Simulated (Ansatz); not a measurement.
A geometry of Be away from equilibrium: step 6 of the relaxation of a relaxed Be cell, doubled along one cell vector, shaken by Gaussian noise of σ = 0.08 Å a coordinate. Method: PBEsol (plane waves to 420 eV, PAW, scalar-relativistic; Ansatz, an electronic-structure program). Γ-centred k-mesh 18×9×18 on the run's cell (coarser than for final values), Fermi–Dirac smearing 0.05 eV.

```xyz
2
Lattice="-1.2727 1.2231 1.2690 2.5090 -2.4461 2.5015 1.2728 1.2231 -1.2689" Properties=species:S:1:pos:R:3:forces:R:3 pbc="T T T" free_energy=-180.524 pressure_GPa=0.2
Be     0.1009     0.0375    -0.0038    0.1484   -0.0145   -0.1469
Be     1.2066    -1.1881     1.3962   -0.1484    0.0145    0.1469
```

Positions in Å, forces in eV/Å, free energy of the cell in eV (comparable only within this code, potentials and settings). Largest force: 0.21 eV/Å, on Be1, Be2 (atoms numbered as listed); the geometry lies 0.09 eV/atom above the end of its relaxation.

No spin polarisation in the result.

The run could not lose the symmetry of its start.

Of the parent cell (Im-3m (No. 229)): it is a generated cell of Be: the first start was made by placing the elements on the sites of a structure type, and the end was not matched to a known phase here, so it may be hypothetical. Known forms of Be include space group No. 194.
